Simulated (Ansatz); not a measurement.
**Equation of state of CuPd**

```cif
data_structure
_symmetry_space_group_name_H-M 'Pm-3m'
_symmetry_Int_Tables_number 221
_cell_length_a 2.9880
_cell_length_b 2.9880
_cell_length_c 2.9880
_cell_angle_alpha 90.000
_cell_angle_beta 90.000
_cell_angle_gamma 90.000
_cell_volume 26.68
loop_
_atom_site_label
_atom_site_type_symbol
_atom_site_symmetry_multiplicity
_atom_site_Wyckoff_symbol
_atom_site_fract_x
_atom_site_fract_y
_atom_site_fract_z
_atom_site_occupancy
Cu1 Cu 1 a 0.00000 0.00000 0.00000 1
Pd1 Pd 1 b 0.50000 0.50000 0.50000 1
```

The runs use the primitive cell with vectors (2.988, 0.000, 0.000), (0.000, 2.988, 0.000), (0.000, 0.000, 2.988) Å, to which the k mesh refers.

The cell comes from COD entry 9008813, which wasn't checked; take it as a given geometry.

Spin polarisation is left out, and whether a magnetic state lies lower isn't shown here.

Levels of theory: DFT, PBEsol, all-electron LAPW, scalar-relativistic (Ansatz 0.2.0); DFT, PBEsol, PAW with Ansatz's default frozen-core files, scalar-relativistic (Ansatz 0.2.0).

For LAPW: a Γ-centred 14×14×14 k mesh, Fermi–Dirac smearing of 0.05 eV, basis error target 0.25 meV/atom, no spin polarisation. PAW takes a cutoff of 420 eV at this cell (files made with PBE, cores remade for this functional). The Ansatz runs share mesh, smearing and spin set-up. Plane-wave (PAW) pressures include the program's estimate of the Pulay term.

The cell above is scaled evenly, with fractional coordinates and shape held.

Q: Estimate the equilibrium volume and bulk modulus that LAPW (all electrons) gives for this fixed shape.

A: V0 = 12.99 Å³/atom, B0 = 185 GPa, B0′ = 5.2, from a third-order Birch–Murnaghan fit to these pressures:
| V/V(cell) | V (Å³/atom) | P, LAPW (GPa) | P, PAW (GPa) | free energy over the lowest listed, PAW (meV/atom) |
| --- | --- | --- | --- | --- |
| 0.9400 | 12.538 | 7.13 | 7.15 | 9.4 |
| 0.9600 | 12.805 | 2.70 | 2.73 | 1.2 |
| 0.9800 | 13.072 | -1.18 | -1.16 | 0.0 |
| 0.9900 | 13.205 | -2.95 | -2.92 | 1.7 |
| 1.0000 | 13.339 | -4.60 | -4.57 | 4.8 |
| 1.0100 | 13.472 | -6.15 | -6.12 | 9.3 |
| 1.0200 | 13.605 | -7.61 | -7.57 | 15.0 |
| 1.0400 | 13.872 | -10.25 | -10.22 | 29.8 |
| 1.0600 | 14.139 | -12.57 | -12.54 | 48.8 |

PAW's V0 lies 0.01 % from the all-electron value and its B0 -0.2 %. Symmetry fixes shape and coordinates here, so this is the relaxed modulus.
